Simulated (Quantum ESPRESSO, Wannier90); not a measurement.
# Te₂Pd (P-3m1): Wannier90 run

Materials Project entry mp-782; symmetrised, unrelaxed at this level. COD (Crystallography Open Database) has an entry of this formula and space group (matched by these alone). Level: PBEsol, no spin polarisation, no spin-orbit coupling; pw.x of Quantum ESPRESSO at 66 Ry with PseudoDojo potentials, 6×6×4 k-points, Wannier90. Density: 12×12×6 mesh, cold smearing 0.01 Ry. The cell is built of weakly bound layers, chains or molecules, whose nearest atoms lie 3.43 Å apart. Database cells relaxed without dispersion often hold them too far apart, which can enlarge gaps and weakens couplings between them; spacing and stacking were not compared with the measured crystal. Spin-orbit coupling is left out although heavy elements are present.

```
begin unit_cell_cart
ang
    4.0700898546    0.0000000000    0.0000000000
   -2.0350449273    3.5248012098    0.0000000000
    0.0000000000    0.0000000000    5.2330800000
end unit_cell_cart
mp_grid = 6 6 4
```

Problem. Which shells of neighbouring k-points and which b-vectors and weights does Wannier90 pick for this cell and mesh?

Solution. 
```
 *---------------------------------- K-MESH ----------------------------------*
 +----------------------------------------------------------------------------+
 |                    Distance to Nearest-Neighbour Shells                    |
 |                    ------------------------------------                    |
 |          Shell             Distance (Ang^-1)          Multiplicity         |
 |          -----             -----------------          ------------         |
 |             1                   0.297094                      6            |
 |             2                   0.300167                      2            |
 |             3                   0.422333                     12            |
 |             4                   0.514582                      6            |
 |             5                   0.594188                      6            |
 |             6                   0.595730                     12            |
 |             7                   0.600333                      2            |
 |             8                   0.665702                     12            |
       ... (lines left out)
 +----------------------------------------------------------------------------+
 | The b-vectors are chosen automatically                                     |
 | The following shells are used:                       1,  2                 |
 +----------------------------------------------------------------------------+
 |                        Shell   # Nearest-Neighbours                        |
 |                        -----   --------------------                        |
 |                          1               6                                 |
 |                          2               2                                 |
 +----------------------------------------------------------------------------+
 | Completeness relation is fully satisfied [Eq. (B1), PRB 56, 12847 (1997)]  |
 +----------------------------------------------------------------------------+
 |                  b_k Vectors (Ang^-1) and Weights (Ang^2)                  |
 |                  ----------------------------------------                  |
 |            No.         b_k(x)      b_k(y)      b_k(z)        w_b           |
 |            ---        --------------------------------     --------        |
 |             1         0.000000    0.297094    0.000000     3.776511        |
 |             2         0.257291    0.148547    0.000000     3.776511        |
 |             3         0.000000   -0.297094    0.000000     3.776511        |
 |             4         0.257291   -0.148547    0.000000     3.776511        |
 |             5        -0.257291   -0.148547    0.000000     3.776511        |
 |             6        -0.257291    0.148547    0.000000     3.776511        |
 |             7         0.000000    0.000000    0.300167     5.549387        |
 |             8         0.000000    0.000000   -0.300167     5.549387        |
```
